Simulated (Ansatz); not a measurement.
BAs:
```xyz
8
Lattice="5.8567 0.0000 0.0000 0.0000 5.8567 0.0000 0.0000 0.0000 3.3715" Properties=species:S:1:pos:R:3 pbc="T T T"
B      1.8901     3.9666     0.0000
B      3.9666     1.8901     0.0000
B      4.8185     4.8185     1.6858
B      1.0382     1.0382     1.6858
As     1.8647     1.8647     0.0000
As     3.9920     3.9920     0.0000
As     1.0637     4.7930     1.6858
As     4.7930     1.0637     1.6858
```

Relaxed with r²SCAN.

Problem. Map the electron localisation function on the plane through (0.823, 0.823, 0.500) spanned by u = [0, 0, 1] and v = [1, 1, 0] in lattice vectors, from DFT-r²SCAN in the program Ansatz with PAW potentials.

Solution. x is the fraction of u, y of v (the angle between them is 90°; rows are the nearest grid lines); atoms in the plane: B at (0.00, 0.00), B at (0.00, 0.35), As at (0.50, 0.50), As at (0.50, 0.86).
```
y \ x   0.000  0.118  0.176  0.294  0.353  0.471  0.529  0.647  0.706  0.824  0.882   1.00
------  -----  -----  -----  -----  -----  -----  -----  -----  -----  -----  -----  -----
1.00    0.001  0.227  0.613  0.758  0.685  0.498  0.498  0.685  0.758  0.613  0.227  0.001
0.925   0.536  0.839  0.902  0.797  0.669  0.400  0.400  0.669  0.797  0.902  0.839  0.536
0.850   0.369  0.584  0.642  0.558  0.343  0.204  0.204  0.343  0.558  0.642  0.584  0.369
0.775   0.051  0.169  0.309  0.488  0.537  0.520  0.520  0.537  0.488  0.309  0.169  0.051
0.700   0.011  0.028  0.053  0.135  0.186  0.255  0.255  0.186  0.135  0.053  0.028  0.011
0.625   0.017  0.054  0.115  0.294  0.370  0.448  0.448  0.370  0.294  0.115  0.054  0.017
0.550   0.117  0.304  0.432  0.545  0.503  0.279  0.279  0.503  0.545  0.432  0.304  0.117
0.450   0.618  0.825  0.867  0.730  0.548  0.208  0.208  0.548  0.730  0.867  0.825  0.618
0.375   0.006  0.423  0.778  0.836  0.748  0.559  0.559  0.748  0.836  0.778  0.423  0.006
0.300   0.305  0.414  0.470  0.386  0.282  0.134  0.134  0.282  0.386  0.470  0.414  0.305
0.225   0.401  0.325  0.249  0.102  0.054  0.015  0.015  0.054  0.102  0.249  0.325  0.401
0.150   0.263  0.209  0.158  0.068  0.038  0.012  0.012  0.038  0.068  0.158  0.209  0.263
0.0750  0.546  0.526  0.477  0.285  0.178  0.065  0.065  0.178  0.285  0.477  0.526  0.546
0.000   0.001  0.227  0.613  0.758  0.685  0.498  0.498  0.685  0.758  0.613  0.227  0.001
```

The density is the valence pseudo-density with augmentation charge, so density and ELF within about 1 Å of a nucleus are not all-electron values.

Space group P4_2/mnm. The start of the workflow was typed in or built on a structure type; neither database checked (COD, Materials Project) lists it. It is not the phase usual at ambient conditions (space group No. 216). Symmetry was held in the r²SCAN relaxation; whether a distortion lowers the energy is not shown.

Potentials: the later of the program's two PAW sets.
